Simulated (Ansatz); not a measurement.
**MnO2: does the functional change the magnetic order?**

```
Mn O
1.0
    -4.90750    4.90750    1.42350
     4.90750   -4.90750    1.42350
     4.90750    4.90750   -1.42350
Mn O
4 8
Direct
  0.65000 0.83000 0.48000
  0.83000 0.35000 0.18000
  0.35000 0.17000 0.52000
  0.17000 0.65000 0.82000
  0.16000 0.20500 0.36500
  0.20500 0.84000 0.04500
  0.84000 0.79500 0.63500
  0.79500 0.16000 0.95500
  0.16000 0.45800 0.61800
  0.45800 0.84000 0.29800
  0.84000 0.54200 0.38200
  0.54200 0.16000 0.70200
```

The same starts (parallel, antiparallel patterns that fit this cell, and no moments) were run with plane-wave PAW DFT (Ansatz 0.2.0; atoms fixed, collinear spin, no spin-orbit coupling; 8×8×8 Γ-centred mesh, fermi-dirac occupations of width 0.050 eV) at these levels: r2SCAN, 500 eV; r2SCAN with U_eff = 2.7 eV on Mn d (all-electron-ortho-atomic projectors), 500 eV.

Which order does each level favour, and how strongly?

The runs give, at zero smearing:

```
     level               lowest state  mean moment on Mn (μB)  parallel less best compensated antiparallel (meV per Mn)  gain over no moments (meV per Mn)
    r2SCAN  antiparallel, compensated                    2.48                                                       +43                               1864
r2SCAN + U  antiparallel, compensated                    2.66                                                       +13                               3014
```

Site moments are taken in small spheres that don't touch (radius about 0.4 of the atom's shortest bond), so those of the magnetic atoms read low. Both levels favour antiparallel moments: the difference runs from +13 to +43 meV per Mn. The U weakens the coupling, as expected where exchange goes by hopping and scales with the inverse of the on-site repulsion. The moment grows from 2.48 μB under r2SCAN to 2.66 μB under r2SCAN + U.

The cell is that of a Crystallography Open Database entry, unchanged.

Caveats: only orders that fit this cell were tried, so the true order may need a larger cell or canted moments; atoms and cell are held at the entry's values; differences under about 5 meV per magnetic atom weren't tested against a denser mesh or another U, and are taken as unresolved; the U is a value in common use, not computed for this crystal; the state without moments isn't the paramagnet, so the last column is no ordering energy, and a U inflates it; the nearest magnetic atoms form triangles, which frustrates antiparallel coupling, so the true order may be non-collinear or need another cell.
